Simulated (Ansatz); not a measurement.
Ge:
```
CELL_PARAMETERS angstrom
     -2.57264     2.57264     1.41011
      2.57264    -2.57264     1.41011
      2.57264     2.57264    -1.41011
ATOMIC_POSITIONS crystal
  Ge 0.25000 0.75000 0.50000
  Ge 0.50000 0.50000 0.00000
```

This is the r²SCAN-relaxed structure. Cartesian axes are those of the cell as given.

### Question
All from r²SCAN (plane waves, PAW; program Ansatz), unless another level is named. Predict the Young's modulus.

### Answer
118 GPa.

### Question
Next, the elastic constants (relaxed ions, GPa)?

### Answer
C11 = 132, C12 = 46.7, C13 = 53.3, C33 = 119, C44 = 51.0, C66 = 64.2.

Space group I4_1/amd (β-Sn type). This is a known high-pressure phase of the composition, computed here at zero pressure and temperature. Symmetry was held in the r²SCAN relaxation; of distortions, only those at the zone centre were tested. As this level gives no gap, shear constants depend on the k-mesh and smearing (Fermi–Dirac, 0.1 eV here). On the denser mesh and wider smearing of the elastic run this cell carries a stress of 0.5 GPa.

Potentials: the earlier of the program's two PAW sets.
